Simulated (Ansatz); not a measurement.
## Piezoelectric tensor of Ga₄AsP₃

These are results of DFT PBE, scalar-relativistic, plane waves, PAW in Ansatz, not measurements. Plane waves to 420 eV; Γ-centred k mesh 6×6×6; fixed occupations. No spin polarisation.

Relaxed structure:
```
CELL_PARAMETERS angstrom
5.56418 0.00000 0.00000
0.00000 5.56418 0.00000
0.00000 0.00000 5.56418
ATOMIC_POSITIONS crystal
Ga 0.75442 0.75442 0.24558
Ga 0.75442 0.24558 0.75442
Ga 0.24558 0.75442 0.75442
Ga 0.24558 0.24558 0.24558
P 0.50000 0.00000 0.00000
P 0.00000 0.50000 0.00000
P 0.00000 0.00000 0.50000
As 0.50000 0.50000 0.50000
```

It was reached by relaxing an invented guess, and it needn't be the stable form of this composition.

(1) Give the relaxed-ion proper piezoelectric stress tensor e_iJ (C/m², Voigt columns xx yy zz yz xz xy).

(2) With the elastic constants (GPa, Voigt order)
```
118.4  49.6  49.6   0.0   0.0   0.0
 49.6 118.4  49.6   0.0   0.0   0.0
 49.6  49.6 118.4   0.0   0.0   0.0
  0.0   0.0   0.0  60.9   0.0   0.0
  0.0   0.0   0.0   0.0  60.9   0.0
  0.0   0.0   0.0   0.0   0.0  60.9
```
find the strain coefficients d = e·C⁻¹ (pC/N).

Answers

(1)
```
x    0.000  0.000  0.000 -0.231  0.000  0.000
y    0.000  0.000  0.000  0.000 -0.231  0.000
z    0.000  0.000  0.000  0.000  0.000 -0.231
```
Signs follow the orientation of the cell as given.

(2)
```
x    0.00  0.00  0.00 -3.79  0.00  0.00
y    0.00  0.00  0.00  0.00 -3.79  0.00
z    0.00  0.00  0.00  0.00  0.00 -3.79
```
